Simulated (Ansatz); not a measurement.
OsO2:
```cif
data_O4Os2
_chemical_formula_sum 'Os2 O4'
_space_group_name_H-M_alt 'P 1'
_space_group_IT_number 1
_cell_length_a 4.41879
_cell_length_b 4.41879
_cell_length_c 3.16367
_cell_angle_alpha 90.000
_cell_angle_beta 90.000
_cell_angle_gamma 90.000
loop_
_space_group_symop_operation_xyz
  'x, y, z'
loop_
_atom_site_label
_atom_site_type_symbol
_atom_site_fract_x
_atom_site_fract_y
_atom_site_fract_z
_atom_site_occupancy
Os1 Os 0.00000 0.00000 0.00000 1
Os2 Os 0.50000 0.50000 0.50000 1
O1 O 0.30907 0.30907 0.00000 1
O2 O 0.69093 0.69093 0.00000 1
O3 O 0.19093 0.80907 0.50000 1
O4 O 0.80907 0.19093 0.50000 1
```

Relaxed with LDA.

Which orbitals make up the states near the Fermi level in LDA in the plane-wave PAW code Ansatz?

Within 0.5 eV of the Fermi level: Os 5d 76 %, O 2p 22 %. Projections are on Löwdin-orthogonalised atomic valence shells; empty p or d shells of many metals are not among them.

Tabulate the density of states.

States/eV per cell of 6 atoms, in 0.25 eV bins, energy from the Fermi level.

| E (eV) | total | O 2p | Os 5d | O 2s |
|---|---|---|---|---|
| -7.85 | 5.71 | 3.64 | 1.91 | 0.03 |
| -7.60 | 1.39 | 0.92 | 0.42 | 0.02 |
| -7.35 | 2.57 | 1.81 | 0.60 | 0.06 |
| -7.10 | 2.79 | 2.00 | 0.62 | 0.06 |
| -6.85 | 2.90 | 2.10 | 0.63 | 0.06 |
| -6.60 | 3.30 | 2.41 | 0.69 | 0.08 |
| -6.35 | 2.94 | 2.19 | 0.58 | 0.07 |
| -6.10 | 3.02 | 2.30 | 0.57 | 0.07 |
| -5.85 | 3.79 | 2.98 | 0.64 | 0.07 |
| -5.60 | 5.69 | 4.54 | 0.91 | 0.09 |
| -5.35 | 5.21 | 4.12 | 0.91 | 0.07 |
| -5.10 | 5.13 | 4.05 | 0.94 | 0.05 |
| -4.85 | 4.49 | 3.60 | 0.77 | 0.03 |
| -4.60 | 3.69 | 3.04 | 0.57 | 0.02 |
| -4.35 | 4.04 | 3.48 | 0.47 | 0.02 |
| -4.10 | 3.88 | 3.41 | 0.39 | 0.02 |
| -3.85 | 4.05 | 3.69 | 0.29 | 0.02 |
| -3.60 | 3.16 | 2.98 | 0.13 | 0.01 |
| -3.35 | 1.22 | 1.16 | 0.04 | 0.00 |
| -3.10 | 0.65 | 0.63 | 0.01 | 0.00 |
| -2.85 | 0.29 | 0.28 | 0.00 | 0.00 |
| -2.60 | 0.00 | 0.00 | 0.00 | 0.00 |
| -2.35 | 0.00 | 0.00 | 0.00 | 0.00 |
| -2.10 | 0.00 | 0.00 | 0.00 | 0.00 |
| -1.85 | 0.12 | 0.01 | 0.11 | 0.00 |
| -1.60 | 1.18 | 0.12 | 1.05 | 0.00 |
| -1.35 | 3.26 | 0.31 | 2.89 | 0.01 |
| -1.10 | 3.71 | 0.45 | 3.15 | 0.02 |
| -0.85 | 5.01 | 0.69 | 4.12 | 0.04 |
| -0.60 | 8.40 | 1.04 | 7.08 | 0.06 |
| -0.35 | 6.71 | 1.14 | 5.41 | 0.02 |
| -0.10 | 3.94 | 0.92 | 2.92 | 0.01 |
| 0.15 | 1.64 | 0.48 | 1.13 | 0.01 |
| 0.40 | 2.62 | 0.83 | 1.73 | 0.01 |
| 0.65 | 2.64 | 0.87 | 1.71 | 0.01 |
| 0.90 | 2.62 | 0.90 | 1.65 | 0.01 |
| 1.15 | 2.57 | 0.91 | 1.58 | 0.01 |
| 1.40 | 2.36 | 0.87 | 1.43 | 0.01 |
| 1.65 | 0.75 | 0.28 | 0.45 | 0.00 |
| 1.90 | 0.31 | 0.12 | 0.18 | 0.00 |
| 2.15 | 0.16 | 0.06 | 0.09 | 0.00 |
| 2.40 | 0.02 | 0.00 | 0.02 | 0.00 |
| 2.65 | 0.67 | 0.04 | 0.48 | 0.14 |
| 2.90 | 1.99 | 0.18 | 1.37 | 0.36 |
| 3.15 | 1.95 | 0.27 | 1.28 | 0.31 |
| 3.40 | 2.37 | 0.43 | 1.50 | 0.33 |
| 3.65 | 2.36 | 0.50 | 1.45 | 0.30 |
| 3.90 | 2.03 | 0.47 | 1.18 | 0.23 |
| 4.15 | 2.04 | 0.51 | 1.16 | 0.22 |
| 4.40 | 2.22 | 0.63 | 1.25 | 0.19 |
| 4.65 | 3.05 | 0.96 | 1.70 | 0.20 |

Space group P4_2/mnm (rutile). The first step of the workflow began from a Materials Project structure, measured or hypothetical; the Crystallography Open Database files this formula in space group No. 136, but the cells were not matched. Its standing as an ambient phase is unchecked. The LDA relaxation kept the symmetry of its start; of distortions, only those at the zone centre were tested. The run is not spin-polarised. Scalar-relativistic: spin–orbit coupling is off unless named, which matters more the heavier the elements.

Potentials: the later of the program's two PAW sets.
